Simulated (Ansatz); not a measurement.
MgS (rock salt, space group No. 225) at seven volumes, LDA (plane waves, PAW; program Ansatz), scaled uniformly. One row is withheld.

| V (Å³/atom) | P (GPa) |
|---|---|
| 15.352 | 9.52 |
| 15.858 | 5.85 |
| 16.364 | 2.70 |
| 16.870 | 0.01 |
| 17.376 | -2.31 |
| 17.882 | -4.29 |
| 18.389 | ? |

Problem. Fit the shown pressures and predict the withheld one.

Solution. Third-order Birch–Murnaghan: P = (3/2)B₀(x^(7/2) − x^(5/2))[1 + (3/4)(B′ − 4)(x − 1)] with x = (V₀/V)^(2/3). Least squares on the six rows gives V₀ = 16.871 Å³/atom, B₀ = 83.12 GPa, B′ = 4.10. At V = 18.389, x = 0.9442 and P = -6.00 GPa. The run itself gave -6.00 GPa.

Space group Fm-3m (rock salt). Symmetry was held in the LDA relaxation.

Potentials: the earlier of the program's two PAW sets. The files were generated under PBE; for other functionals the program regenerates the frozen cores, and for LDA and PBEsol the local potential too.
